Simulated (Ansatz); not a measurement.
A trial cell of Na2CrCuC6N6, before relaxation:

```
Na Cr Cu C N
1.0
     0.00000    5.11550    5.11550
     5.11550    0.00000    5.11550
     5.11550    5.11550    0.00000
Na Cr Cu C N
2 1 1 6 6
Direct
  0.25000 0.25000 0.25000
  0.75000 0.75000 0.75000
  0.00000 0.00000 0.00000
  0.50000 0.50000 0.50000
  0.81058 0.18942 0.18942
  0.18942 0.81058 0.18942
  0.18942 0.18942 0.81058
  0.18942 0.81058 0.81058
  0.81058 0.18942 0.81058
  0.81058 0.81058 0.18942
  0.69622 0.30378 0.30378
  0.30378 0.69622 0.30378
  0.30378 0.30378 0.69622
  0.30378 0.69622 0.69622
  0.69622 0.30378 0.69622
  0.69622 0.69622 0.30378
```

All numbers below come from DFT PBE, scalar-relativistic, plane waves, PAW (Ansatz 0.2.0). Cutoff 420 eV, Gaussian smearing, Γ-centred meshes. Cell and atoms relax first on a coarse mesh and then on a finer one. In between, the cell is made exact in the group found at 0.06 Å. In metals the finer mesh still leaves noise of several meV/atom or more. The steps can't lower the symmetry of their start. Collinear spin, starting moments Cr 3.0; Cu 1.0 μB.

A guess keeps its type if space group and coordination stay and the shape of the cell changes little (axis ratios within about 15 %, angles within 6°); the volume may change.

Problem. Does this structure survive the relaxation?

Solution. It keeps its type. The symmetry stays Fm-3m (No. 225). The volume per atom grows by 14.1 %, from 16.7 to 19.1 Å³. The shortest distance stays 1.17 Å (C–N). Counting neighbours within 15 % of an atom's shortest distance, the start has C 1, Cr 6, Cu 6, N 1, Na 24 and the end C 1, Cr 6, Cu 6, N 1, Na 24.

Formation energies are uncorrected and refer to the elements' standard structures at the same level (N₂ as a molecule).

Problem. At what energy does it end?

Solution. +0.25 eV/atom. The separate elements lie lower, so it is unstable against them.

The last run used collinear spin, a 6×6×6 mesh for its 16-atom cell and Gaussian smearing of 0.10 eV. The reference form of C is held partly by dispersion forces, which this level lacks. The magnetic state reached may not be the lowest. A structure relaxed within its symmetry needn't be a true minimum.
